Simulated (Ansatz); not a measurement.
**Data sheet: Be (DFT)**

Be:
Space group Fd-3m, origin choice 1 (No. 227); a = 4.875 Å, b = 4.875 Å, c = 4.875 Å, α = 90.00°, β = 90.00°, γ = 90.00°

```tsv
atom	site	symmetry	x	y	z
Be	8b	-43m	0.5000	0.5000	0.5000
```
(The calculation used a cell of 2 atoms; values per cell refer to that cell.)

Space group Fd-3m (No. 227), diamond; conventional cell a = 4.8755 Å, b = 4.8755 Å, c = 4.8755 Å, α = 90.00°, β = 90.00°, γ = 90.00°.

Method: PBEsol (plane waves, PAW; program Ansatz). The cell and atoms are relaxed at this level. Other levels are named where they apply.

### Cell and energy

```
Quantity              Value
---------------  ----------
Volume per atom    14.49 Å³
Density          1.03 g/cm³
```

### Electronic structure

```
Item                                                                        Result
------------------------------------  --------------------------------------------
Electronic character                                             metallic (no gap)
Density of states at the Fermi level  0.47 states/eV per atom (mean over ±0.08 eV)
```

### Mechanics

```
Property                                                                Value
-------------------------------------  --------------------------------------
Bulk modulus (Birch–Murnaghan fit)                                   45.4 GPa
Pressure derivative B′                                                    3.3
Elastic constants (relaxed ions, GPa)      C11 = 0.6, C12 = 67.6, C44 = -74.6
Mechanical stability                   unstable (C has a negative eigenvalue)
```

### Phonons

```
Quantity                                        Value
-----------------------------  ----------------------
Highest zone-centre frequency               522 cm^-1
Zone-centre stability          no imaginary mode at Γ
```

The start of the workflow was typed in or built on a structure type; neither database checked (COD, Materials Project) lists it. It is not the phase usual at ambient conditions (space group No. 194). The cell was relaxed with PBEsol under the symmetry of its start. As this level gives no gap, shear constants depend on the k-mesh and smearing (Fermi–Dirac, 0.1 eV here). As this level gives no gap, phonon frequencies hold no LO–TO term and depend on the k-mesh and smearing (Fermi–Dirac, 0.1 eV here).

Potentials: the later of the program's two PAW sets.
